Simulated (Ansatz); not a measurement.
## Sn$_{4}$C$_{3}$, a known structure type with other elements, at an estimated volume

```
CELL_PARAMETERS angstrom
0.00000 -1.97856 3.33856
0.75843 -1.82742 -3.33856
9.92876 -0.00001 0.00000
ATOMIC_POSITIONS crystal
Sn 0.29500 0.59000 0.11500
C 0.21900 0.43800 0.34300
Sn 0.87100 0.74200 0.38700
Sn 0.70400 0.40800 0.88800
C 0.78300 0.56600 0.65100
C 0.00000 0.00000 0.00000
Sn 0.13100 0.26200 0.60700
```

The numbers come from plane-wave PAW DFT (Ansatz): r2SCAN, no spin polarisation, 500 eV, 8×8×8 Γ-centred k points, fermi-dirac occupations (width 0.1 eV). Nothing was relaxed.

- At the Fermi level: It is a metal, with about 3.4 states/eV a cell as the mean within 0.25 eV of the Fermi level, mostly Sn p (37 %), Sn s (21 %) and C p (21 %).
- Formation energy: 1.42 eV an atom against the elements' usual phases (free molecules for gases, crystals otherwise, with no correction for O₂ or N₂), so at this geometry it isn't bound against them. Relaxing would lower it.
- Contacts: Sn–C at 2.21 Å: least valence density 0.58 e/Å³ and ELF 0.45 there. These are pseudo-fields; inside the PAW spheres they differ from the all-electron ones.
- Stress: The pressure is 4.5 GPa (compression positive), so with the atoms held at these fractions the cell would first expand; the forces are large, so a full relaxation may end otherwise. The principal stresses 1.2, 1.2, 11.2 GPa differ, so its shape would change too.
- Forces: The largest is on C2: 0.97 eV/Å, components (0.94, 0.19, 0.11). It makes 180° with the line to a nearest neighbour, Sn1 at 2.21 Å, pointing away from it.

Origin: a known structure type with other elements, at an estimated volume, so it need not be a known compound.
